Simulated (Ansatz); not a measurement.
The elements of this relaxed trial crystal are hidden behind letters.

```
lattice vectors (Å)
   3.9405    0.0000    0.0000
   0.0000    3.9405    0.0000
   0.0000    0.0000   11.1693
fractional positions
X 0.5000 0.5000 0.2534
X 0.0000 0.0000 0.5000
X 0.5000 0.5000 0.7466
Z 0.0000 0.0000 0.0000
Q 0.0000 0.0000 0.2557
Q 0.5000 0.5000 0.5000
Q 0.0000 0.0000 0.7443
Q 0.5000 0.5000 0.0000
```

These are results of Ansatz 0.2.0, DFT PBE, scalar-relativistic, plane waves, PAW, not measurements. Cutoff 420 eV, Γ-centred 10×10×4 mesh (8-atom cell), Gaussian smearing of 0.02 eV, no spin polarisation.

```
Space group                                : P4/mmm (No. 123)
Conventional cell                          : a = 3.940 Å, c = 11.169 Å
Volume per atom                            : 21.68 Å³
Density                                    : 4.80 g/cm³
Energy over the elements                   : −1.040 eV/atom
Gap on the 10×10×4 mesh of the 8-atom cell : 0.39 eV
```

Energies are uncorrected and count from the elements' standard states at the same level.

Task: X is an s-block element of period 3, Z is a d-block element of period 5 and Q is a p-block element of period 4. Which elements are they?

Result: X = Mg, Z = Cd, Q = Se, so the formula is Mg3CdSe4. Density times volume gives a mean mass of 4.80 × 21.68/1.6605 = 62.7 u per atom, and this set has 62.7 u. Mg on a site of symmetry 4mm has 6 Se at 2.75–2.83 Å; around Cd lie 6 Se at 2.79–2.86 Å; Se on a site of symmetry 4mm is surrounded by 5 Mg at 2.73–2.79 Å and 1 Cd at 2.86 Å; 3 more sites not described. Other sets within the hints have nearly the same mass, so mass alone doesn't settle it; this one was computed.

Kohn–Sham gaps at this level usually fall short of measured ones. Symmetry constrained the relaxation, so the result can be a saddle point. Another cell of Mg3CdSe4 relaxed alike, in P-4m2, lies 58 meV/atom lower, so this cell isn't the stable form at this level.
